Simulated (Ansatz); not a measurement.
**Calculated field gradients at the nuclei for MgCr4FeO8**

The cell is a Materials Project structure (computed, not necessarily an observed phase).

```xyz
14
Lattice="0.0000 4.2581 4.2581 4.2581 0.0000 4.2581 4.2581 4.2581 0.0000" Properties=species:S:1:pos:R:3 pbc="T T T"
Mg    0.0000    0.0000    0.0000
Cr    5.3242    5.3242    5.3242
Cr    3.1920    3.1920    5.3242
Cr    3.1920    5.3242    3.1920
Cr    5.3242    3.1920    3.1920
Fe    2.1291    2.1291    2.1291
O     7.3563    7.3563    7.3563
O     5.4180    5.4180    7.3563
O     5.4180    7.3563    5.4180
O     7.3563    5.4180    5.4180
O     3.2964    3.2964    3.2964
O     5.2199    5.2199    3.2964
O     5.2199    3.2964    5.2199
O     3.2964    5.2199    5.2199
```

Atoms are numbered from 1 in the order listed; like atoms form one site, named after its first atom.

All values are calculated (Ansatz; DFT, PBE+U (U = 3.0 eV on Fe d, U = 4.5 eV on Cr d), plane waves and PAW, scalar-relativistic, collinear spin, 420 eV cutoff, Γ-centred 7×7×7 k-points, Fermi–Dirac smearing 0.05 eV), not measured. Start moments as typed (μB): 0 -3 -3 3 3 4 0 0 0 0 0 0 0 0 by atom.

C_Q = eQV_zz/h, which is 24.18 MHz for Q = 1 b and V_zz = 10²¹ V/m²; η = (V_xx − V_yy)/V_zz. Directions are in the Cartesian axes of the cell vectors above, for the atom listed; none is given where the gradient is under 0.02 or η is above 0.95.

| site | first atom | first shell | V_zz (10²¹ V/m²) | η | direction of V_zz (x, y, z) |
| --- | --- | --- | --- | --- | --- |
| Mg | 1 | 4 O at 2.01 Å | 0.011 | 0.01 | – |
| Cr2 | 2 | 6 O at 2.03–2.04 Å | -0.93 | 0.53 | 0.56 0.56 0.60 |
| Cr4 | 4 | 6 O at 2.03–2.04 Å | -0.81 | 0.56 | -0.61 0.61 -0.51 |
| Fe | 6 | 4 O at 2.02 Å | -20.6 | 0.29 | 0.00 0.00 1.00 |
| O7 | 7 | 1 Mg at 2.01 Å, 3 Cr at 2.04 Å | -0.62 | 0.12 | 0.54 0.54 0.64 |
| O9 | 9 | 1 Mg at 2.01 Å, 3 Cr at 2.04 Å | -0.64 | 0.06 | 0.53 -0.53 0.67 |
| O11 | 11 | 1 Fe at 2.02 Å, 3 Cr at 2.03 Å | 0.89 | 0.63 | 0.60 0.60 0.54 |
| O13 | 13 | 1 Fe at 2.02 Å, 3 Cr at 2.03 Å | 1.03 | 0.07 | 0.50 -0.50 0.71 |

Runs of this kind can end above the lowest electronic state. The electronic state that the run reached has lower symmetry than the atoms (orbital or charge order), so like atoms can differ and cubic sites can carry a gradient. With these PAW files V_zz is typically within 2 to 3 % of all-electron values, but misses above 10 % occur on Fe. The magnetic order is the one that the run reached from its start moments, not necessarily the measured one; the program found signs of a lower order.

Hardware: 1 thread of Arm Neoverse V2 (aarch64; 28 cores open to the job, memory cap 3.0 GiB, no GPU), a shared host with a load of 1.0 a core. Wall time 11 min, CPU time 11 min, peak memory 2.3 GiB.
